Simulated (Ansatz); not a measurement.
Here is the system:

Ti$_{3}$Al:
Space group P6₃/mmc (No. 194); a = b = 5.616 Å, c = 4.566 Å, α = β = 90.00°, γ = 120.00°

| atom | site | symmetry | x | y | z |
|---|---|---|---|---|---|
| Al | 2c | -6m2 | 0.3333 | 0.6667 | 0.2500 |
| Ti | 6h | mm2 | 0.3393 | 0.1697 | 0.2500 |

This is the LDA-relaxed structure.

Q: All from DFT-LDA in the program Ansatz with PAW potentials, unless another level is named. Predict the formation energy from the elements (no fitted shifts).

A: -278 meV/atom.

Q: And the density of states at the Fermi level?

A: 0.41 states/eV per atom (mean over ±0.08 eV).

Space group P6_3/mmc. The LDA relaxation kept the symmetry of its start. The run is not spin-polarised. Axis ratios of metals converge slowly with the k-mesh, so a and c are less sure than the volume. The references are the lowest solids computed at this level, not always the standard phases.

Potentials: the later of the program's two PAW sets.
